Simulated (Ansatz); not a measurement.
# Ta2O5 (Pmmm), rigid cleavage

Method: DFT PBEsol, scalar-relativistic, plane waves, PAW in Ansatz. Cutoff 420 eV, Γ-centred 9×9×3 k-points, Gaussian smearing of 0.03 eV. Spin–orbit coupling is left out, which matters for the heavy elements here. No spin polarisation. Energies are free energies at this smearing, counted from the undisturbed cell; pressure is positive in compression.

Reference structure (relaxed at this level; it needn't be the usual structure):

```xyz
14
Lattice="-3.6700 0.0000 0.0000 0.0000 -3.8591 0.0000 0.0000 0.0000 12.8670" Properties=species:S:1:pos:R:3 pbc="T T T"
Ta   -1.8350    0.0000    0.5764
Ta   -1.8350    0.0000    7.0099
Ta    0.0000    0.0000   10.2267
Ta    0.0000    0.0000    3.7932
O    -1.8350   -1.9295    0.5764
O    -1.8350   -1.9295    7.0099
O     0.0000    0.0000    1.7296
O     0.0000    0.0000    8.1631
O     0.0000   -1.9295   10.2267
O     0.0000   -1.9295    3.7932
O    -1.8350    0.0000   10.2267
O    -1.8350    0.0000    3.7932
O     0.0000    0.0000   12.2902
O     0.0000    0.0000    5.8567
```

The cut lies on the cell's a–b face, a (0 0 1) plane (indices in the standard cell, whose axes needn't be the Cartesian ones shown) of area 14.16 Å², between layers 1.15 Å apart. Vector c is lengthened by d along the normal with the atoms' Cartesian places fixed: one unrelaxed cut a cell.

```csv
d (Å),energy (J/m²),traction dE/dd (GPa),gap on the mesh (eV)
-0.30,0.70,-50.5,0.07
-0.15,0.16,-22.3,0.23
0.00,0.00,0.0,0.41
0.25,0.35,25.8,0.00
0.50,1.20,40.7,0.00
0.75,2.31,46.7,0.00
1.00,3.48,46.1,0.00
1.50,5.54,34.9,0.00
2.00,6.90,19.9,0.00
3.00,7.97,4.6,0.00
4.50,8.29,1.0,0.00
6.00,8.38,0.4,0.00
```

Where the gap reads zero the k-mesh, chosen for the insulator, is on the coarse side.

Cost: 12 runs of about 11 core-minutes in all, on Intel Xeon 6975P-C (Granite Rapids) (shared hosts).